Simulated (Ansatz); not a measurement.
From the elastic tensor of SiSn₇ to moduli and sound speeds

All numbers below come from Ansatz, DFT PBE, scalar-relativistic, plane waves, PAW. Cutoff 420 eV, 6×6×6 k-points (Γ-centred), Gaussian smearing of 0.10 eV. No spin polarisation.

Space group P-43m (No. 215), cubic, a = 6.506 Å. Si has 4 Sn at 2.69 Å; around Sn on a site of symmetry 3m lie 1 Si at 2.69 Å and 3 Sn at 2.86 Å; around Sn on a site of symmetry -42m lie 4 Sn at 2.86 Å.

The cell was found from a structure generator's guess, not taken from experiment. In a metal, frequencies and elastic constants depend on the k mesh and the smearing, soft modes and shear constants most. Spin–orbit coupling is left out, which matters for heavy elements.

Relaxed-ion constants (GPa, on the Cartesian axes of the calculation):
C11 = 60.9, C12 = 28.3, C13 = 28.3, C22 = 60.9, C23 = 28.3, C33 = 60.9, C44 = 26.5, C55 = 26.5, C66 = 26.5 GPa; the others vanish.

Density 5.179 g/cm³; 8 atoms in 275.42 Å³.

- Bulk modulus, Voigt / Reuss / Hill: 39.2 / 39.2 / 39.2 GPa
- Shear modulus, Voigt / Reuss / Hill: 22.4 / 21.2 / 21.8 GPa
- Young's modulus: 55 GPa
- Poisson ratio: 0.265
- Pugh ratio B/G: 1.80 (over 1.75, the rule of thumb for ductile)
- Universal anisotropy index: 0.29
- Longitudinal and transverse sound speeds: 3629 and 2051 m/s
- Debye temperature from the mean sound speed: 209 K
